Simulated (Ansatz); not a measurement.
CaAg2Ge2 in space group I4/mmm (No. 139; Ag on 4d, Ge on 4e, Ca on 2a), PBE in the plane-wave PAW code Ansatz, all energies at zero smearing, with the estimated change up to a 700 eV cutoff added, with one set of potentials and settings (totals compare only within such a set). Cell of 5 atoms (2 Ag, 2 Ge, 1 Ca): -25589.482 eV.

| element | reference phase | E (eV/atom) |
|---|---|---|
| Ag | R-3m, 3 atoms in the cell | -7590.5531 |
| Ge | Fd-3m, 2 atoms in the cell | -4294.9847 |
| Ca | Fm-3m, 1 atoms in the cell | -1816.8597 |

Formation energy per atom, worked out: (-25589.482 − 2×(-7590.5531) − 2×(-4294.9847) − 1×(-1816.8597))/5 = -0.309 eV/atom (-30 kJ per mol of atoms), at 0 K, without zero-point energy or fitted corrections.

The workflow started from an entry of the Crystallography Open Database (COD). Its standing as an ambient phase is unchecked. The cell was relaxed with PBE under the symmetry of its start; whether a distortion lowers the energy is not shown. The run is not spin-polarised. The references are the lowest solids computed at this level, not always the standard phases.

Potentials: the later of the program's two PAW sets.
